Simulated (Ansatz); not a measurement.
Property card for CsAg2

Computed with DFT PBE, scalar-relativistic, plane waves, PAW in Ansatz 0.2.0.

Plane waves to 420 eV, a k mesh through Γ of 12×12×8 on the computed 3-atom cell and Gaussian smearing (0.10 eV); no spin polarisation.

The structure is relaxed at this level of theory with its symmetry kept, and needn't be the ground state of this composition.

```
CELL_PARAMETERS angstrom
4.85023 0.00000 0.00000
-2.42512 4.20042 0.00000
0.00000 0.00000 5.46185
ATOMIC_POSITIONS crystal
Cs 0.00000 0.00000 0.50000
Ag 0.33333 0.66667 0.00001
Ag 0.66667 0.33333 0.99999
```

- Space group: P6/mmm (No. 191)
- Volume per atom: 37.09 Å³
- Formation energy from the elements' standard states (uncorrected): +0.078 eV/atom
- Kohn–Sham band gap: none (metal)
- Density of states at the Fermi level: 0.8 states/eV per cell
- Orbital (Löwdin) character within 0.5 eV of the Fermi level: Ag 5s 59 %, Cs 6s 23 %, unprojected 12 %
- Bader charge by site (e): Cs (1 in the cell) 0.70, Ag (2 in the cell) -0.35

Spin-orbit coupling is left out, which matters for the bands of heavy elements.

The cell was found from a structure generator's guess, not taken from experiment. Löwdin shares on free-atom orbitals overweight diffuse shells.
